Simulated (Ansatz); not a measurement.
PbO2:
```xyz
6
Lattice="5.0815 0.0000 0.0000 0.0000 5.0815 0.0000 0.0000 0.0000 3.4436" Properties=species:S:1:pos:R:3 pbc="T T T"
Pb     0.0000     0.0000     0.0000
Pb     2.5408     2.5408     1.7218
O      1.5649     1.5649     0.0000
O      3.5167     3.5167     0.0000
O      0.9759     4.1056     1.7218
O      4.1056     0.9759     1.7218
```

Relaxed with PBE.

Map the electron localisation function on the plane through (0.000, 0.000, 0.000) spanned by u = [0, 0, 1] and v = [1, 1, 0] in lattice vectors, from plane-wave PAW PBE (Ansatz code).

x is the fraction of u, y of v (the angle between them is 90°; rows are the nearest grid lines); atoms in the plane: Pb at (0.00, 0.00), Pb at (0.50, 0.50), O at (0.00, 0.31), O at (0.00, 0.69).
```
|000243110011342000|
|001343110011343100|
|223432100001234322|
|332211000000112233|
|332210000000012233|
|999752100001257999|
|999974100001479999|
|358985211112589853|
|899962234432269998|
|999732344443237999|
|433233210012332334|
|111233100001332111|
|111233100001332111|
|433233210012332334|
|999732344443237999|
|899962234432269998|
|358985211112589853|
|999974100001479999|
|999752100001257999|
|332210000000012233|
|332211000000112233|
|223432100001234322|
|001343110011343100|
|000243110011342000|
```
Scale: ten equal steps from 0.001 (start of '0') to 0.799 (end of '9'), in the order '0123456789'; x runs from 0.000 to 1.00, y from 0.000 (bottom) to 1.00 (top).

The density is the valence pseudo-density with augmentation charge, so density and ELF within about 1 Å of a nucleus are not all-electron values.

Space group P4_2/mnm (rutile). The cell was relaxed with PBE under the symmetry of its start; of distortions, only those at the zone centre were tested. Spin–orbit coupling is left out wherever it is not named.

Potentials: the later of the program's two PAW sets.
